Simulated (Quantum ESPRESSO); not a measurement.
Al3MgSAs3, convergence and cost over cutoff and k mesh

A calculation, not a measurement. The program is pw.x of Quantum ESPRESSO 7.5 (plane-wave density functional theory). The cell is made up: 8 atoms on a zincblende/diamond lattice, with randomly drawn elements, strain and displacements, not relaxed. PseudoDojo standard norm-conserving files (v0.5 for PBE, v0.4.1 for LDA and PBEsol) set the functional; there is no spin polarisation, spin-orbit coupling or dispersion term, and the masses in the input are unused placeholders.

Input of the run in row 4:

```
&control calculation='scf', pseudo_dir='./dojo.nc.sr.pbe.v0_5.standard.upf', outdir='./o', disk_io='low', tprnfor=.true., tstress=.true. /
&system ibrav=0, nat=8, ntyp=4, nbnd=41, ecutwfc=84.00895049, nosym=.true., tot_charge=0,
 occupations='smearing', smearing='fd', degauss=0.0018374661
/
&electrons conv_thr=7.350e-09, electron_maxstep=60, /
ATOMIC_SPECIES
Al 1.0 Al.upf
As 1.0 As.upf
Mg 1.0 Mg.upf
S 1.0 S.upf
CELL_PARAMETERS angstrom
5.8746 -0.0216 0.0467
-0.0216 5.8495 -0.0706
0.0467 -0.0706 5.7789
ATOMIC_POSITIONS angstrom
Al 0.0438 -0.0112 0.0271
Al -0.0189 2.9198 2.8382
Al 3.0127 -0.0404 2.8759
Mg 2.9638 2.9132 -0.0138
S 1.5017 1.4268 1.4147
As 1.5288 4.3843 4.285
As 4.4855 1.4058 4.3736
As 4.3815 4.3573 1.4441
K_POINTS automatic
4 4 4 1 1 1
```

The same cell was run at these settings. Meshes are shifted by half a step, and differences are from the last row, which is itself not exact.

| cutoff (eV) | k mesh | k points solved | threshold (eV) | free energy less the last row's (eV) | pressure (GPa) | largest stress difference (GPa) | largest force difference (eV/Å) | iterations | wall time (s) | k-point pools | processor |
| --- | --- | --- | --- | --- | --- | --- | --- | --- | --- | --- | --- |
| 800 | 2 x 2 x 2 | 4 | 1e-04 | 8.147 | -58.97 | 56.35 | 0.054 | 7 | 10 | 4 | AMD EPYC, Zen 5 class |
| 1143 | 2 x 2 x 2 | 4 | 1e-07 | 0.284 | -2.59 | 0.24 | 0.031 | 10 | 18 | 4 | AMD EPYC, Zen 5 class |
| 680 | 4 x 4 x 4 | 32 | 1e-07 | 45.554 | -216.53 | 213.89 | 0.032 | 10 | 30 | 4 | AMD EPYC, Zen 5 class |
| 1143 | 4 x 4 x 4 | 32 | 1e-07 | 0.005 | -2.82 | 0.00 | 0.002 | 10 | 65 | 4 | AMD EPYC, Zen 5 class |
| 1437 | 6 x 6 x 6 | 108 | 1e-07 | 0.000 | -2.82 | 0.00 | 0.000 | 10 | 270 | 4 | AMD EPYC, Zen 5 class |

Each pool is one process. Wall times include start-up and a band step at six k points, which weighs most on the coarsest meshes. The runs were on shared virtual cores whose load varied, so times are rough.